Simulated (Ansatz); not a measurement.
TePb:
Space group Fm-3m (No. 225); a = b = c = 6.5345 Å, α = β = γ = 90.00°

| atom | site | symmetry | x | y | z |
|---|---|---|---|---|---|
| Te | 4a | m-3m | 0.0000 | 0.0000 | 0.0000 |
| Pb | 4b | m-3m | 0.5000 | 0.5000 | 0.5000 |
(The calculation used a cell of 2 atoms; values per cell refer to that cell.)

Relaxed with r²SCAN.

Question: Which orbitals make up the states near the band edges in r²SCAN in the plane-wave PAW code Ansatz?

Answer: Top 1 eV of the valence band: Te 5p 76 %, Pb 6s 12 %, Pb 6p 10 %. Bottom 1 eV of the conduction band: Pb 6p 79 %, Te 5s 9 %, Te 5p 7 %. Projections are on Löwdin-orthogonalised atomic valence shells; empty p or d shells of many metals are not among them.

Question: Tabulate the density of states.

Answer: States/eV per cell of 2 atoms, in 0.25 eV bins, energy from the valence-band maximum.

```
E (eV)  total  Te 5p  Pb 6p  Pb 6s
------  -----  -----  -----  -----
-7.89    1.39   0.18   0.02   1.04
-7.64    1.09   0.12   0.01   0.79
-7.39    0.64   0.07   0.01   0.43
-7.14    0.38   0.05   0.00   0.24
-6.89    0.26   0.03   0.00   0.16
-6.64    0.19   0.02   0.00   0.12
-6.39    0.13   0.01   0.00   0.08
-6.14    0.08   0.00   0.00   0.05
-5.89    0.03   0.00   0.00   0.02
-5.64    0.00   0.00   0.00   0.00
-5.39    0.00   0.00   0.00   0.00
-5.14    0.00   0.00   0.00   0.00
-4.89    0.00   0.00   0.00   0.00
-4.64    0.00   0.00   0.00   0.00
-4.39    0.06   0.03   0.03   0.00
-4.14    0.37   0.20   0.16   0.00
-3.89    0.62   0.34   0.26   0.01
-3.64    0.71   0.41   0.28   0.01
-3.39    0.97   0.56   0.37   0.02
-3.14    1.17   0.70   0.42   0.02
-2.89    1.47   0.91   0.51   0.03
-2.64    1.88   1.21   0.61   0.03
-2.39    1.87   1.23   0.57   0.04
-2.14    1.89   1.28   0.53   0.04
-1.89    1.89   1.32   0.48   0.05
-1.64    1.98   1.43   0.44   0.06
-1.39    2.07   1.56   0.39   0.08
-1.14    1.94   1.53   0.28   0.09
-0.89    1.50   1.14   0.19   0.13
-0.64    2.18   1.66   0.22   0.26
-0.39    1.37   1.03   0.11   0.21
-0.14    0.09   0.07   0.01   0.02
0.11     0.00   0.00   0.00   0.00
0.36     0.00   0.00   0.00   0.00
0.61     0.00   0.00   0.00   0.00
0.86     0.00   0.00   0.00   0.00
1.11     0.01   0.00   0.00   0.00
1.36     0.15   0.01   0.11   0.00
1.61     0.94   0.06   0.73   0.01
1.86     2.01   0.15   1.62   0.01
2.11     1.85   0.19   1.46   0.01
2.36     1.52   0.22   1.15   0.02
2.61     1.36   0.25   0.98   0.02
2.86     1.26   0.26   0.87   0.01
3.11     1.22   0.28   0.82   0.01
3.36     1.23   0.30   0.80   0.01
3.61     1.32   0.33   0.83   0.01
3.86     1.77   0.40   0.93   0.01
4.11     1.95   0.45   1.04   0.01
4.36     1.59   0.41   0.84   0.01
4.61     1.63   0.42   0.78   0.01
4.86     1.30   0.37   0.64   0.01
5.11     1.28   0.34   0.58   0.00
5.36     1.34   0.31   0.54   0.00
5.61     1.42   0.29   0.50   0.00
5.86     1.37   0.22   0.36   0.00
```

Symmetry was held in the r²SCAN relaxation. Scalar-relativistic: spin–orbit coupling is off unless named, which matters more the heavier the elements.

Potentials: the later of the program's two PAW sets.
